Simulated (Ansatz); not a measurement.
## Bi

```yaml
crystal:
  lattice:
    - [2.27300, 1.31232, 3.95400]
    - [-2.27300, 1.31232, 3.95400]
    - [0.00000, -2.62463, 3.95400]
  atoms:
    - { symbol: Bi, position: [0.23389, 0.23389, 0.23389] }
    - { symbol: Bi, position: [0.76611, 0.76611, 0.76611] }
```

Atoms are numbered in the order listed.

Structure: COD 9009658, as refined from experiment and not relaxed.

No spin–orbit coupling, which matters for the heavy atoms here.

Level of theory: DFT, PBEsol, all-electron LAPW, scalar-relativistic (Ansatz 0.2.0).

The runs use a Γ-centred 10×10×10 k mesh, Fermi–Dirac smearing of 0.03 eV, basis error target 0.5 meV/atom, no spin polarisation.

* Pressure at this cell: -0.63 GPa
* Band gap: none at this level of theory (metallic, semimetallic, or a small gap that the functional closes)
* Stress xx, yy, zz (compression positive): -0.65, -0.65, -0.60 GPa
* Largest force: 0.0044 Ry/bohr on Bi1
* Density of states at the Fermi level (0.2 eV bin): 0.01 states/eV per cell
* Volume per atom: 35.38 Å³
